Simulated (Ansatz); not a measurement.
# YAl2Sb2, a known structure type with other elements, at an estimated volume

```yaml
crystal:
  lattice:
    - [4.55967, 0.00000, 0.00000]
    - [-2.27984, 3.94879, 0.00000]
    - [0.00000, 0.00000, 7.26403]
  atoms:
    - { symbol: Y, position: [0.00000, 0.00000, 0.00000] }
    - { symbol: Sb, position: [0.33330, 0.66670, 0.25730] }
    - { symbol: Sb, position: [0.66670, 0.33330, 0.74270] }
    - { symbol: Al, position: [0.33330, 0.66670, 0.64200] }
    - { symbol: Al, position: [0.66670, 0.33330, 0.35800] }
```

The numbers come from plane-wave PAW DFT (Ansatz): r2SCAN, no spin polarisation, 500 eV, 9×9×5 Γ-centred k points, fermi-dirac occupations (width 0.1 eV). Nothing was relaxed.

Problem. Metal or insulator?

Solution. It is a metal, with about 3.7 states/eV a cell as the mean within 0.25 eV of the Fermi level, mostly Y d (37 %), Al p (21 %) and Al s (16 %).

Problem. How is the charge shared?

Solution. Bader charges in e: Y +1.55, Al +1.20, Sb -1.98. In the mean Y gives up most and Sb takes most.

Problem. Is the cell too large or too small?

Solution. The pressure is 0.3 GPa (compression positive), so with the atoms held at these fractions the cell is close to zero pressure. The principal stresses -1.8, 1.3, 1.3 GPa differ, so its shape would change too.

Problem. Which atom feels the largest force, and which way?

Solution. The largest is on Al4 (and as large on other atoms): 0.34 eV/Å, components (0.00, 0.00, 0.34). It makes 74° with the line to a nearest neighbour, Sb3 at 2.73 Å.

Origin: a known structure type with other elements, at an estimated volume, so it need not be a known compound.
